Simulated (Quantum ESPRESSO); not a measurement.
```cif
data_Pb4Te4
_chemical_formula_sum 'Te4 Pb4'
_space_group_name_H-M_alt 'Fm-3m'
_space_group_IT_number 225
_space_group_name_Hall '-F 4 2 3'
_cell_length_a 6.54179
_cell_length_b 6.54179
_cell_length_c 6.54179
_cell_angle_alpha 90.000
_cell_angle_beta 90.000
_cell_angle_gamma 90.000
loop_
_atom_site_label
_atom_site_type_symbol
_atom_site_symmetry_multiplicity
_atom_site_Wyckoff_symbol
_atom_site_fract_x
_atom_site_fract_y
_atom_site_fract_z
_atom_site_occupancy
Te1 Te 4 a 0.00000 0.00000 0.00000 1
Pb1 Pb 4 b 0.50000 0.50000 0.50000 1
```
(The calculation used a cell of 2 atoms; values per cell refer to that cell.)

The geometry is that of Materials Project entry mp-19717, symmetrised and not relaxed again.

**Question.** What does LDA (Quantum ESPRESSO, PseudoDojo norm-conserving, 82 Ry, scalar-relativistic) give for the electronic structure near the Fermi level?

**Answer.** The LDA gap is direct, 0.73 eV at L. Spin-orbit coupling is left out; with 6p states at a band edge it can lower the gap by many tenths of an eV, most of a small gap.
